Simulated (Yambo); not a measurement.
Yambo run on CsNbN₂ (space group Fd-3m, No. 227). The wavefunctions are norm-conserving PBEsol (Quantum ESPRESSO, 84 Ry, without SOC) ones on a 2×2×2 mesh (32 occupied bands); a = 6.3373 Å, b = 6.3373 Å, c = 6.3373 Å, α = 60.00°, β = 60.00°, γ = 60.00°.

Yambo input:

```
rim_cut
gw0
dyson
el_el_corr
HF_and_locXC
ppa
em1d
RandQpts= 1000000
RandGvec= 1 Ry
EXXRLvcs= 84 Ry
VXCRLvcs= 336 Ry
Chimod= "HARTREE"
% BndsRnXp
 3 | 330 |
%
NGsBlkXp= 8 Ry
% LongDrXp
 1.0 | 1.0 | 1.0 |
%
PPAPntXp= 27.2114 eV
% GbndRnge
 1 | 121 |
%
GTermKind= "none"
DysSolver= "n"
ExtendOut
% QPkrange
 1 | 1 | 32 | 33 |
 2 | 2 | 32 | 32 |
%
```

k points by index: 1 = Γ, 2 = L.

The o-*.qp file then holds:

```
#    K-point    Band    Eo [eV]    E [eV]    E-Eo [eV]    Vxc [eV]    Vnlxc [eV]    Sc|Eo [eV]    Sc|E [eV]    dSc/dw|Eo [eV]    Re(Z)    Im(Z)
#
    1    32    -0.013352    0.510864    0.524216    -16.01150    -18.97573    3.652219    3.488451    -8.502919    0.761915    -0.001613
    1    33    1.596591    3.098316    1.501725    -15.60090    -10.29262    -3.424356    -3.806554    -6.924843    0.797138    -0.001409
    2    32    0.000000    0.529388    0.529388    -16.05138    -19.01729    3.660827    3.495301    -8.510200    0.761760    -0.001609
```
(The two width columns are left out.) Convergence of these settings isn't established.

Geometry of the Materials Project entry, not relaxed at this level.

The structure is a Materials Project entry; no match was found in the copy of COD used, and its stability was not checked.
